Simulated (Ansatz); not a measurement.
BaF2 (fluorite, space group No. 225), plane-wave PAW PBE (Ansatz code). The conduction-band minimum lies at Γ, with 1 equivalent valley. Second derivatives d²E/dk² of the lowest band at one valley (eV·Å²), along Cartesian directions:

```csv
direction,d²E/dk²
[100],15.49
[010],15.49
[001],15.49
[110],15.49
[101],15.49
[011],15.49
```

Question: Find the principal effective masses, the density-of-states mass and the conductivity mass.

Answer: Off-diagonal terms follow from H_xy = H[110] − (H_xx + H_yy)/2, and m*/mₑ = 7.620 eV·Å² over each eigenvalue: 0.49, 0.49, 0.49. One valley's DOS mass (m₁m₂m₃)^(1/3) = 0.49, conductivity mass 3/(Σ 1/mᵢ) = 0.49 mₑ.

Question: What effective density of states Nc follows at 300 K for parabolic valleys?

Answer: Nc = 2.509e19 × 1 × (0.49)^(3/2) ≈ 8.6e18 cm⁻³.

Space group Fm-3m (fluorite). The cell was relaxed with PBE under the symmetry of its start. Spin–orbit coupling is left out wherever it is not named.

Potentials: the later of the program's two PAW sets.

Edges and masses are those of Kohn–Sham bands, whose gap is no quasiparticle gap.
